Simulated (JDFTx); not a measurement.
Cd(1 0 -1 0) slab cut from bulk Cd (space group P6_3/mmc, indices of the conventional cell, lattice of the Materials Project entry mp-94, not re-optimised): 6 atoms in 6 planes, a 1x1 cell of 17.41 Å² (|a| = 2.958, |b| = 5.886 Å), 6.3 Å between the outermost planes, cell height 22.0 Å, 8×4×1 k mesh, Fermi smearing 0.01 Ha, no spin polarisation.

Computed with JDFTx (a modified build): PBE, GBRV ultrasoft potentials, plane waves to 20/100 Ha. Liquid: nonlinear PCM (GLSSA13), water, 1 M NaF. The neutral cell holds 72 valence electrons and has two faces of 17.413 Å² each. Last filling lines of the neutral and of a charged run (μ in hartree, zero in the bulk liquid):

```
FillingsUpdate:  mu: -0.134105721  nElectrons: 72.000000
FillingsUpdate:  mu: -0.139280000  nElectrons: 71.941480
```

Worked example: both potentials, by the convention U = −μ/e − 4.44 V vs SHE, the surface charge density and the mean capacitance.

U_pzc = 0.13411 × 27.2114 − 4.44 = -0.79 V; U = 0.13928 × 27.2114 − 4.44 = -0.65 V. The cell has -0.0585 excess electrons, a net charge of 0.0585 e, shared by two faces: σ = 0.0585 e / (2 × 17.413 Å²) = 0.00168 e/Å² = 2.7 μC/cm² (1 e/Å² = 1602.18 μC/cm²). C = σ/(U − U_pzc) = 2.7/0.14 ≈ 19 μF/cm².
